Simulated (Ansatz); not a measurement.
**Fe2O3: ⁵⁷Fe Mössbauer parameters**

Cell: a COD entry whose atoms were relaxed with PBE, the cell held.

```
CELL_PARAMETERS angstrom
2.51900 1.45435 4.59067
-2.51900 1.45435 4.59067
0.00000 -2.90869 4.59067
ATOMIC_POSITIONS crystal
Fe 0.34632 0.34632 0.34632
Fe 0.15368 0.15368 0.15368
Fe 0.65368 0.65368 0.65368
Fe 0.84632 0.84632 0.84632
O 0.56481 0.93519 0.25000
O 0.25000 0.56481 0.93519
O 0.93519 0.25000 0.56481
O 0.43519 0.06481 0.75000
O 0.75000 0.43519 0.06481
O 0.06481 0.75000 0.43519
```

Sites (sets of like atoms) are named by element and the number of their first atom in this list.

Method: Kohn–Sham DFT in Ansatz, PBE, plane waves and PAW, scalar-relativistic, collinear spin, 420 eV cutoff, Γ-centred 11×11×11 k-points, Fermi–Dirac smearing 0.05 eV. Start moments as typed (μB): 5 5 -5 -5 0 0 0 0 0 0 by atom. The program fits them to the shells of the files, so those used differ somewhat.

Isomer shifts (against α-Fe) follow from the electron density at the nucleus, δ = α(ρ − ρ₀), with α = -0.366 mm s⁻¹ a₀³ and ρ₀ = 14904.00 a₀⁻³ from a line fitted to 10 measured compounds at this level of theory (rms miss 0.11 mm/s). ΔE_Q = ½eQV_zz(1 + η²/3)^½ with Q = 0.160 b for the 14.4 keV state. B_c is the Fermi-contact field along the atom's own moment; orbital and dipolar fields are not included.

Problem. Where do the absorption lines lie when the magnetic splitting is averaged out (above the ordering temperature, with the gradients of this state)?

Solution. Fe (4 atoms a cell): δ = 0.57, |ΔE_Q| = 0.02 mm/s, a doublet too narrow to resolve, seen as one line at 0.57 mm/s.

Problem. And the six lines of Fe from the contact field alone, leaving the quadrupole term aside?

Solution. With |B_c| = 30.7 T and nuclear moments 0.090604 and -0.15532 μN the lines lie at -4.38, -2.29, -0.21, 1.35, 3.43, 5.52 mm/s, in the ratio 3:2:1:1:2:3 for a powder.

The largest force is 0.7 eV/Å, so the atoms aren't at the calculated equilibrium and relaxing them would move these values. Runs of this kind can end above the lowest electronic state. The run finds no gap above 0.1 eV (a metal, or nearly one), so the gradients can move by 10 % or more with the k-mesh. Semilocal functionals can leave a metal where correlation in the d or f shell opens a gap in the real compound, and that would change the values at and beside Fe. With these PAW files V_zz is typically within 2 to 3 % of all-electron values, but misses above 10 % occur on Fe. The magnetic order is the one that the run reached from its start moments, not necessarily the measured one; the program found signs of a lower order. Semilocal functionals underestimate the core's spin polarisation, so contact fields of ionic iron come out too small in magnitude.
